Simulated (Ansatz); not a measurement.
**Two-dimensional strain map in Si**

The calculation used DFT LDA, scalar-relativistic, plane waves, PAW in Ansatz 0.2.0. The runs took a 420 eV cutoff, a Γ-centred 21×21×10 mesh and Gaussian smearing (0.15 eV). No spin polarisation. Energies are free energies at this smearing, counted from the undisturbed cell; pressure is positive in compression.

Zero of the scan (as given, not relaxed at this level; it stands at -0.5 GPa; this form isn't the usual structure):

```yaml
crystal:
  lattice:
    - [2.66558, 0.00000, 0.00000]
    - [-1.33279, 2.30846, 0.00000]
    - [0.00000, 0.00000, 4.50627]
  atoms:
    - { symbol: Si, position: [0.33333, 0.66667, 0.25000] }
    - { symbol: Si, position: [0.66667, 0.33333, 0.75000] }
```

The cell is strained by p along both x and y and by q along z, fractional coordinates fixed. Points are written (p, q).

Energy above the undisturbed cell in meV/atom (a dash: not computed):

```csv
p \ q,-0.050,-0.025,0.000,0.025,0.050
-0.050,101.4,?,48.7,36.5,?
-0.025,44.4,–,–,–,–
0.000,?,–,0.0,–,12.5
0.050,20.4,–,44.3,–,82.8
```

(1) Fill in the withheld energies.

## Answers

(1) (-0.050, -0.025): 68.9; (-0.050, 0.050): 32.5; (0.000, -0.050): 16.1.